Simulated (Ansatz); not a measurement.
GeSe (rock salt, Fm-3m) under volume change, the program Ansatz at the LDA level (PAW), scaled uniformly.

| V (Å³/atom) | E − E(relaxed) (meV/atom) | P (GPa) |
|---|---|---|
| 19.082 | 44.6 | 8.15 |
| 19.711 | 18.9 | 5.02 |
| 20.340 | 4.6 | 2.34 |
| 20.969 | 0.0 | 0.06 |
| 21.598 | 3.7 | -1.90 |
| 22.227 | 14.6 | -3.58 |
| 22.856 | 31.6 | -5.03 |

**Question.** What does a third-order Birch–Murnaghan fit give for V₀, B₀ and B′?

**Answer.** V₀ = 20.99 Å³/atom, B₀ = 70.3 GPa, B′ = 4.2.

The first step of the workflow began from a Materials Project structure, measured or hypothetical; the Crystallography Open Database copy checked does not list it. It is not the phase usual at ambient conditions (space group No. 62). Symmetry was held in the LDA relaxation. At this level the phase is dynamically unstable (imaginary phonons).

Potentials: the earlier of the program's two PAW sets.
